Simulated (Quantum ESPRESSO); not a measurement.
# Different elements on one site among Mg Zr

Calculated results; nothing here was measured. They come from Quantum ESPRESSO 7.5, a public plane-wave density functional program. Each row is one single-point run on a made-up periodic cell of eight metal atoms, with elements, volume, strain and displacements drawn at random and not relaxed, so a cell may be unstable or far from any real phase. There is no spin polarisation or spin-orbit coupling.

Settings: PBE unless stated; PseudoDojo standard norm-conserving files; Fermi-Dirac width 0.25 eV, which means electrons at about 2900 K; cutoff 1143 eV; 7 x 4 x 3 k mesh shifted half a step off Gamma. E is the free energy of the whole cell (internal energy minus TS), so a -TS column is already part of it. Stress is positive in tension, and the pressure P is minus a third of its trace.

Checks: one run of this series was repeated at a higher cutoff and on a denser mesh, which moved values by no more than 0.007 eV, 0.03 GPa and 0.008 eV/Å, and a second program with other atomic files agreed on it to 2 % rms in force and 0.5 GPa in pressure. Known limits: heavy elements are run without spin-orbit coupling, which real alloys of them have; a spin test at this wide smearing found no moment, but such smearing suppresses magnetism that the real alloy may have.

The lattice is hexagonal close-packed, and the cell vectors in Å are (3.162, 0.011, -0.029); (0.019, 5.443, 0.026); (-0.093, 0.050, 10.273), a volume of 176.80 Å³. The elements on sites 1 to 8 are Zr X Zr Zr Mg Zr Zr Zr. The runs change X and keep the cell and the displaced positions. The column v is a rough volume for each atom of the pure element, close to PBE values, from general knowledge and not from these runs. Energies are left out, as each element's file has its own zero.

| run | X | v (Å³) | -TS (eV) | force on X (eV/Å) | rms force (eV/Å) | P (GPa) |
|---|---|---|---|---|---|---|
| 1 | Al | 16.5 | ? | ? | ? | ? |
| 2 | Ru | 13.8 | -2.100 | 0.451 | 0.672 | -0.92 |
| 3 | Pd | 15.3 | -2.012 | 0.131 | 0.600 | 0.59 |
| 4 | Sc | 24.6 | -1.966 | 0.465 | 0.592 | 6.11 |
| 5 | Ta | 18.3 | -1.989 | 0.171 | 0.626 | 3.20 |

## Worked fit

A straight line through the runs shown gives P = -9.2 + 0.635 v GPa with v in Å³, an error of 0.083 on the slope and a scatter of 0.69 GPa. At this fixed volume the pressure tends to rise with the size of X.

## Withheld run

Question: what pressure should run 1, with Al, give?

The fit gives 1.28 ± 0.78 GPa. The calculation gave 2.13 GPa.
